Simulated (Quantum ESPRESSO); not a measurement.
# Moving one atom in Ga4CAs3

Calculated results; nothing here was measured. They come from pw.x of Quantum ESPRESSO 7.5, a plane-wave density functional program, with PseudoDojo standard norm-conserving files (v0.5 for PBE, v0.4.1 for LDA and PBEsol). The cells are made up: elements, strain and atom displacements were drawn at random, and nothing was relaxed. There is no spin polarisation, spin-orbit coupling or dispersion term.

The cell has 8 sites of a zincblende or diamond lattice. Sites 1 to 4 hold Ga Ga Ga Ga; sites 5 to 8 hold C As As As. Cell vectors in Å: (5.929, -0.026, -0.038); (-0.026, 5.873, -0.001); (-0.038, -0.001, 5.920). Settings: PBE, cutoff 1143 eV, 6 x 6 x 6 k mesh shifted by half a step, Fermi-Dirac smearing of 0.1 eV.

Each run shifts the As atom on site 6 along y and leaves all else fixed. Site 4 is one of its nearest neighbours. E is the free energy of the cell above the lowest run shown.

| run | shift (Å) | Fy on site 6 (eV/Å) | Fy on site 4 (eV/Å) | P (GPa) | E (meV) |
| --- | --- | --- | --- | --- | --- |
| 1 | -0.1373 | 1.034 | -1.422 | -7.49 | 70.9 |
| 2 | -0.0766 | 0.576 | -1.269 | -7.61 | 22.0 |
| 3 | -0.0505 | 0.379 | -1.207 | -7.65 | 9.6 |
| 4 | -0.0040 | 0.033 | -1.103 | -7.70 | 0.0 |
| 5 | 0.0472 | -0.342 | -0.999 | -7.73 | 8.0 |
| 7 | 0.1330 | -0.948 | -0.850 | -7.70 | 63.6 |
| 6 | 0.1088 | ? | ? | ? | ? |

A rerun of one of these cells at 1437 eV and k mesh 8 x 8 x 8 moved values by no more than 0.003 eV in the cell's energy, 0.02 GPa in stress and 0.002 eV/Å in force.

## Worked fit

A parabola through the six runs shown gives Fy on site 6 = 0.004 - 7.34 u + 1.3 u² eV/Å, with u in Å and a scatter of 0.003 eV/Å. Minus the slope, 7.34 ± 0.06 eV/Å², is this atom's force constant along y at u = 0, with its periodic images moving too. The fitted force vanishes at u = 0.001 Å, where the energy should be lowest along this line. The error is the larger of the fit's own and the change that a cubic makes, rounded up.

## Withheld run

Question: what Fy on site 6 should run 6 give?

The fit gives -0.779 eV/Å. The calculation gave -0.781 eV/Å.

```
run  shift (Å)  Fy on site 6 (eV/Å)  Fy on site 4 (eV/Å)  P (GPa)  E (meV)
  6     0.1088               -0.781               -0.889    -7.71     42.6
```